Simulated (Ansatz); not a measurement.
Relaxed-ion elastic tensor of MnO₂ (CdI2 type, space group No. 164) in GPa (Voigt order), DFT-PBEsol in the program Ansatz with PAW potentials; density 4.07 g/cm³, 11.83 Å³ per atom.

```
 313  60.3   1.2  -0.6   0.0   0.0
60.3   313   1.2   0.6   0.0   0.0
 1.2   1.2   2.2   0.0   0.0   0.0
-0.6   0.6   0.0   0.7   0.0   0.0
 0.0   0.0   0.0   0.0   0.7  -0.6
 0.0   0.0   0.0   0.0  -0.6   127
```

### Question
Is the crystal mechanically stable?

### Answer
On the edge, within the error: the smallest eigenvalue of C is 0.7 GPa.

### Question
Work out the Voigt and Reuss bounds. Is their mean of use?

### Answer
K_V = 83.8, K_R = 2.2; G_V = 63.3, G_R = 1.5 GPa. The bounds lie so far apart that a Hill average or a Debye temperature from it would say little.

Space group P-3m1 (CdI2 type). The workflow started from a Materials Project entry (that database holds measured and hypothetical structures alike); the Crystallography Open Database copy checked does not list it. It is not the phase usual at ambient conditions (space group No. 136). The cell was relaxed with PBEsol under the symmetry of its start; of distortions, only those at the zone centre were tested. The final state is ferromagnetic, chosen from 5 collinear starts compared on coarse meshes (ties went to the first, and starts can fall back to one state), not a proven ground state. No Hubbard U is applied. A crystal of weakly bound layers computed without a dispersion correction: the cell and the soft elastic constants depend strongly on that.

Potentials: the later of the program's two PAW sets.
